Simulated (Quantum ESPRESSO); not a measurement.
Simulation results for ScGa$_{3}$AsP$_{3}$ (made-up cell)

All values are calculated (Quantum ESPRESSO 7.5). Calculation on a made-up crystal cell, not a measurement: periodic Kohn-Sham density functional theory in plane waves with PseudoDojo standard norm-conserving scalar-relativistic pseudopotentials, each functional with its own files (v0.5 for PBE, v0.4.1 for LDA and PBEsol), no spin polarisation, no spin-orbit coupling, atoms not relaxed, stress positive in tension, energies less a fixed whole-eV offset for each atom's element; levels are Kohn-Sham levels at fractions of this cell's reciprocal vectors, counted from the reference band (half the neutral cell's valence electrons, rounded up) at Gamma; error bars cover cutoff and k-mesh only, not smearing or the files; added strain carries the atoms with the cell, and shear is the tensor component; each bar is the largest change over components, and at least 0.002 eV, 0.002 eV per angstrom or 0.02 GPa; energies are for the whole cell, and the offsets were chosen from early runs and are not element reference energies.

```yaml
- formula: ScGa3AsP3
  kind: "made-up cell"
  structure:
    cell_angstrom:
      - [5.7926, -0.0733, -0.0844]
      - [-0.0733, 5.6662, -0.0775]
      - [-0.0844, -0.0775, 5.6742]
    atoms_fractional:
      - [Ga, 0.00109, 0.00243, -0.00402]
      - [Sc, 0.00471, 0.4995, 0.49718]
      - [Ga, 0.50279, 0.00077, 0.50099]
      - [Ga, 0.49838, 0.49437, 0.00468]
      - [P, 0.24802, 0.24756, 0.24955]
      - [As, 0.24424, 0.75329, 0.74839]
      - [P, 0.7556, 0.25008, 0.74857]
      - [P, 0.75234, 0.75408, 0.25162]
  given:
    lattice_type: "zincblende/diamond"
    functional: pbe
    "cutoff [eV]": 1143
    "fermi_dirac_smearing [eV]": 0.025
    "scf_tolerance [eV]": 1.0e-07
    electrons_removed: 0
    k_mesh: "4 x 4 x 4, shifted by half a step"
    atom_site: [1, 2, 3, 4, 5, 6, 7, 8]
  results:
    "stress_yz [GPa]": null
    "stress_xy [GPa]": null
    "stress_xz [GPa]": null
```

**Q.** Give the missing stress yz for ScGa$_{3}$AsP$_{3}$ (made-up cell).
**A.** -2.491 GPa

**Q.** Give the missing stress xy for ScGa$_{3}$AsP$_{3}$ (made-up cell).
**A.** -1.742 GPa

**Q.** Give the missing stress xz for ScGa$_{3}$AsP$_{3}$ (made-up cell).
**A.** -1.703 GPa

Further results for ScGa$_{3}$AsP$_{3}$ (made-up cell):

- pressure: 0.3585 GPa
- stress xx: 0.6256 GPa
- stress yy: -1.057 GPa
- stress zz: -0.6437 GPa
- reference band: 40
- error bar stress: 0.02 GPa
- error bar force: 0.002 eV/Å
- error bar next band up: 0.002 eV
- error bars from: tighter rerun of a related cell

Forces:
```csv
site,x (eV/Å),y (eV/Å),z (eV/Å)
1,-0.6095,0.1248,0.3246
2,-1.292,-0.9873,-1.053
3,0.1556,0.1452,-0.4342
4,0.2821,-0.1724,0.03927
5,1.136,-0.4822,-0.4647
6,1.64,1.033,1.267
7,-0.728,-0.3005,0.8664
8,-0.5844,0.6398,-0.5458
```

Levels:
```csv
level k point,next band up (eV)
Gamma,1.137
"(1/2,1/2,1/2)",1.782
"(0.15,0,0)",1.409
"(0,0.15,0)",1.259
"(0,0,0.15)",1.294
```
